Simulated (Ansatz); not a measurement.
Relaxed PtSb2 (space group Pa-3):

```xyz
12
Lattice="6.4218 0.0000 0.0000 0.0000 6.4218 0.0000 0.0000 0.0000 6.4218" Properties=species:S:1:pos:R:3 pbc="T T T"
Sb     2.4060     0.8049     5.6169
Sb     4.0159     5.6169     0.8049
Sb     0.8049     5.6169     2.4060
Sb     5.6169     0.8049     4.0159
Sb     5.6169     2.4060     0.8049
Sb     0.8049     4.0159     5.6169
Sb     4.0159     4.0159     4.0159
Sb     2.4060     2.4060     2.4060
Pt     0.0000     3.2109     3.2109
Pt     3.2109     3.2109     0.0000
Pt     3.2109     0.0000     3.2109
Pt     0.0000     0.0000     0.0000
```

The atoms are displaced by Q × the pattern below (from a DFPT mode at Γ, largest move 1; Q in Å), at fixed cell. It is one choice among 3 degenerate patterns.

| atom | x | y | z |
|---|---|---|---|
| Sb1 | -0.571 | -0.437 | -0.695 |
| Sb2 | 0.571 | 0.437 | 0.695 |
| Sb3 | 0.571 | 0.437 | -0.695 |
| Sb4 | -0.571 | -0.437 | 0.695 |
| Sb5 | 0.571 | -0.437 | -0.695 |
| Sb6 | -0.571 | 0.437 | 0.695 |
| Sb7 | -0.571 | 0.437 | -0.695 |
| Sb8 | 0.571 | -0.437 | 0.695 |

Atoms not listed stay in place.

Method: LDA (plane waves to 420 eV, PAW, scalar-relativistic; Ansatz, a first-principles code). k mesh 6×6×6 (Γ-centred), Fermi-Dirac smearing 0.05 eV. E stands for the smeared free energy. With partly filled bands, energies and forces of such displacements shift with the k mesh and the smearing. At this level the bands of PtSb2 touch or barely overlap; measurements give the solid a gap. PtSb2 is run without spin polarisation. PtSb2 was relaxed with its symmetry unable to fall. Spin-orbit coupling is left out, though Pt and Sb are heavy. The zero of ΔE is the undisplaced structure.

The scan covers Q from -0.180 to 0.180 Å in 13 points.

Problem. Is the energy the same for equal positive and negative displacements?

Solution. Even: the same for both signs.

Problem. Which space group does the distorted structure have?

Solution. P2_1/c (No. 14), lowered from Pa-3.

Problem. What is the energy change at Q = 0.180 Å?

Solution. 1925 meV/cell.

Problem. What harmonic wavenumber does the curvature at Q = 0 give?

Solution. 183 cm⁻¹.

(A displaced cell: forces are minus the slopes of the energy, force constants its curvatures, and phonons follow from these.)
